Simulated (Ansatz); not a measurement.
Ru (hcp, Mg type)

```
CELL_PARAMETERS angstrom
      2.69188     0.00000     0.00000
     -1.34594     2.33123     0.00000
      0.00000     0.00000     4.24566
ATOMIC_POSITIONS crystal
  Ru 0.33333 0.66667 0.75000
  Ru 0.66667 0.33333 0.25000
```

Equation-of-state scan: isotropic scaling of the cell above, V₀ being its volume. Symmetry pins the atoms to their sites.

All values below come from PBEsol (plane waves to 420 eV, PAW, scalar-relativistic; Ansatz, a quantum-chemistry and plane-wave program). k mesh 20×20×11 (Γ-centred), Fermi-Dirac smearing 0.05 eV. Compression counts positive. Ru is run without spin polarisation. Ru was relaxed with its symmetry unable to fall.

At one point of the scan the stress tensor (GPa) is:

```
   68.2      0.0      0.0
    0.0     68.2      0.0
    0.0      0.0     72.9
```

Problem. Which point is it?
(A) V/V₀ = 0.867
(B) V/V₀ = 0.920
(C) V/V₀ = 0.947
(D) V/V₀ = 0.893

Solution. A, V/V₀ = 0.867

(A scan under strain: stresses follow from slopes of the energy per volume, elastic moduli from its curvatures.)
